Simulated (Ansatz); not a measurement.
ZrC:
```
CELL_PARAMETERS angstrom
      0.00000     2.35423     2.35423
      2.35423     0.00000     2.35423
      2.35423     2.35423     0.00000
ATOMIC_POSITIONS crystal
  C  0.00000 0.00000 0.00000
  Zr 0.50000 0.50000 0.50000
```

Relaxed with PBE in the plane-wave PAW code Ansatz. Indices refer to the conventional cell of Fm-3m, a = b = c = 4.7085 Å, α = β = γ = 90.00°.

**Question.** Simulate the powder diffraction pattern (Co Kα, λ = 1.79026 Å; lines above 1 %) up to 2θ = 90°.

**Answer.** Simulated powder pattern, Co Kα, λ = 1.79026 Å (kinematic, ideal powder, no thermal factors, no anomalous dispersion; the 30 strongest lines at most, above 1 %, up to 2θ = 90°):

```tsv
2θ (°)	d (Å)	I/Imax (%)	hkl
38.45	2.718	100	(111)
44.69	2.354	78	(200)
65.06	1.665	50	(220)
78.18	1.420	42	(311)
82.38	1.359	18	(222)
```

Symmetry was held in the PBE relaxation. The run is not spin-polarised.

Potentials: the later of the program's two PAW sets.
